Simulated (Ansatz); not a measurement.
All numbers below come from Ansatz 0.2.0, DFT PBE, scalar-relativistic, plane waves, PAW. Settings: cutoff 420 eV, Γ-centred meshes spaced at most about 0.3 Å⁻¹, and about 0.25 Å⁻¹ or finer for metals (2π included), Gaussian smearing. No spin polarisation in the final relaxations.

All energies are static (0 K, no zero-point motion). All come from trial cells, and lower structures may exist.

Task: Which of these relaxed structures of Si2GeP3 is the lowest in energy?
A.

```xyz
6
Lattice="3.1843 0.0000 0.0000 0.0000 3.1843 0.0000 0.0000 0.0000 9.2154" Properties=species:S:1:pos:R:3 pbc="T T T"
Si    1.5921    1.5921    2.9904
Si    1.5921    1.5921    6.2250
Ge    1.5921    1.5921    0.0000
P     0.0000    0.0000    7.3137
P     0.0000    0.0000    1.9016
P     0.0000    0.0000    4.6077
```

B.

```xyz
6
Lattice="6.1795 0.0000 0.0000 -3.0897 5.3516 0.0000 0.0000 0.0000 3.2118" Properties=species:S:1:pos:R:3 pbc="T T T"
Si    0.0000    3.5677    0.0000
Si    3.0897    1.7839    0.0000
Ge    0.0000    0.0000    0.0000
P     3.0897    0.0000    1.6059
P     1.5449    2.6758    1.6059
P    -1.5449    2.6758    1.6059
```

C.

```xyz
6
Lattice="2.4893 1.4372 4.9317 -2.4893 1.4372 4.9317 0.0000 -2.8744 4.9317" Properties=species:S:1:pos:R:3 pbc="T T T"
Si    0.0000    0.0000    8.6515
Si    0.0000    0.0000    6.1435
Ge    0.0000    0.0000    0.0000
P    -1.2447    0.7186    2.4658
P     1.2447    0.7186    2.4658
P     0.0000   -1.4372    2.4658
```

Result: A. It has Si and Ge ordered on caesium chloride sites, space group P4/mmm (No. 123); the next, B, with space group P6/mmm (No. 191), lies 52 meV/atom higher. The shortest distance is 2.50 Å (Si–P) in the lowest and 2.40 Å (Si–P) in the next. Even the lowest lies +0.47 eV/atom against the elements.

In P4/mmm, P6/mmm, R-3m an odd number of electrons in the primitive cell allows no gap without spin; a larger cell or a magnetic state could open one. A magnetic state wasn't ruled out in cells without spin, among them P4/mmm, P6/mmm, R-3m. Cells relaxed within their symmetry can be saddle points. Some structure types and database cells were kept out of the candidates from the start, so a known form may be missing.
